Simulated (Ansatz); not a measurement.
RbCl:
```yaml
crystal:
  lattice:
    - [0.00000, 3.34952, 3.34952]
    - [3.34952, 0.00000, 3.34952]
    - [3.34952, 3.34952, 0.00000]
  atoms:
    - { symbol: Rb, position: [0.00000, 0.00000, 0.00000] }
    - { symbol: Cl, position: [0.50000, 0.50000, 0.50000] }
```

Relaxed with PBE.

Question: Give the optical modes at the zone centre with their infrared and Raman activity from DFPT, PBE in the plane-wave PAW code Ansatz.

Answer: Transverse frequencies, without the LO–TO term; a row sums one degenerate level.

```json
[
 {"ω (cm⁻¹)": "102", "degeneracy": "3", "IR ((D/Å)²/amu)": "3.76", "Raman (Å⁴/amu)": "0", "activity": "IR", "symmetry": "T1u"}
]
```

Question: How high does the top mode go among those that the LO–TO term moves?

Answer: 161 cm⁻¹ for q along x.

Space group Fm-3m (rock salt). Symmetry was held in the PBE relaxation; phonons on a q-mesh show no instability.

Potentials: the later of the program's two PAW sets.
